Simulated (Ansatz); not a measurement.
Space group Pm-3m (No. 221). a = 3.907 Å, b = 3.907 Å, c = 3.907 Å, α = 90.00°, β = 90.00°, γ = 90.00°
| atom | site | symmetry | x | y | z |
| --- | --- | --- | --- | --- | --- |
| Sr | 1b | m-3m | 0.5000 | 0.5000 | 0.5000 |
| Ti | 1a | m-3m | 0.0000 | 0.0000 | 0.0000 |
| O | 3d | 4/mm.m | 0.5000 | 0.0000 | 0.0000 |

Equation of state of this SrTiO3 structure (not necessarily the ground state), with shape and atoms relaxed at each volume where symmetry leaves them free. These are results of DFT r2SCAN, scalar-relativistic, plane waves, PAW in Ansatz 0.2.0, not measurements.

Plane waves to 500 eV, a k mesh through Γ of 8×8×8 on the computed 5-atom cell and Gaussian smearing (0.02 eV); no spin polarisation.

```csv
V (Å³/atom),E − E(largest V) (meV/atom),P (GPa),gap on mesh (eV)
11.211,5.61,13.42,2.40
11.569,-16.06,6.18,2.33
11.926,-22.79,0.01,2.26
12.284,-16.81,-5.23,2.19
12.642,0.00,-9.70,2.13
```

Question: Fit a third-order Birch–Murnaghan equation to E(V).

Answer: V0 = 11.93 Å³/atom, B0 = 189 GPa, B0' = 4.4.

Symmetry holds off the tilts and polar distortions that many cubic perovskites undergo.

Cost: 5 runs of about 0.31 core-minutes in all, on AMD EPYC 9R45 (Zen 5) (shared hosts).